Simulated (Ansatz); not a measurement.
Values for one crystal, relaxed and computed with r²SCAN (plane waves, PAW; program Ansatz); other levels are named.

- Volume per atom: 18.56 Å³
- Electronic character: metallic (no gap)
- Formation energy from the elements (no fitted shifts): -0.39 eV/atom
- Density of states at the Fermi level: 0.92 states/eV per atom (mean over ±0.08 eV)

Problem. Which compound is it?
A. Tl2Pt, I4/mcm (Tl on 8h, Pt on 4a)
B. SrPd5, P6/mmm (Sr on 1a, Pd on 2c, Pd on 3g)
C. MnNi3, Cu3Au type
D. YNi5, P6/mmm (Y on 1a, Ni on 3g, Ni on 2c)

Solution. B, SrPd5, P6/mmm (Sr on 1a, Pd on 2c, Pd on 3g)

The workflow started from a Materials Project entry (that database holds measured and hypothetical structures alike); the Crystallography Open Database files this formula in space group No. 191, but the cells were not matched. Its standing as an ambient phase is unchecked. The r²SCAN relaxation kept the symmetry of its start; its stability against distortions is not shown here. The run is not spin-polarised. The references are the lowest solids computed at this level, not always the standard phases. Spin–orbit coupling is left out wherever it is not named.

Potentials: the later of the program's two PAW sets.
